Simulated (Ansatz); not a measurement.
VN:
Space group P-6m2 (No. 187); a = b = 2.7102 Å, c = 2.6215 Å, α = β = 90.00°, γ = 120.00°

| atom | site | symmetry | x | y | z |
|---|---|---|---|---|---|
| V | 1e | -6m2 | 0.6667 | 0.3333 | 0.0000 |
| N | 1d | -6m2 | 0.3333 | 0.6667 | 0.5000 |

Relaxed at zero pressure with plane-wave PAW PBEsol (Ansatz code).

### Question
The volume is lowered by 3 % and shape and atoms relax at that volume. What pressure results, and how do the axes share the change?

### Answer
11.7 GPa; a -1.1 %, b -1.1 %, c -0.8 %; the energy rises by 9 meV/atom.

### Question
Give the new structure.

### Answer

Space group P-6m2 (No. 187); a = b = 2.6802 Å, c = 2.6002 Å, α = β = 90.00°, γ = 120.00°

```tsv
atom	site	symmetry	x	y	z
V	1e	-6m2	0.6667	0.3333	0.0000
N	1d	-6m2	0.3333	0.6667	0.5000
```

The phase is kept; no other phase was compared at this pressure.

The first step of the workflow began from a Materials Project structure, measured or hypothetical; the Crystallography Open Database copy checked does not list it. It is not the phase usual at ambient conditions (space group No. 225). Symmetry was held in the PBEsol relaxation; whether a distortion lowers the energy is not shown. The run is not spin-polarised.

Potentials: the later of the program's two PAW sets.
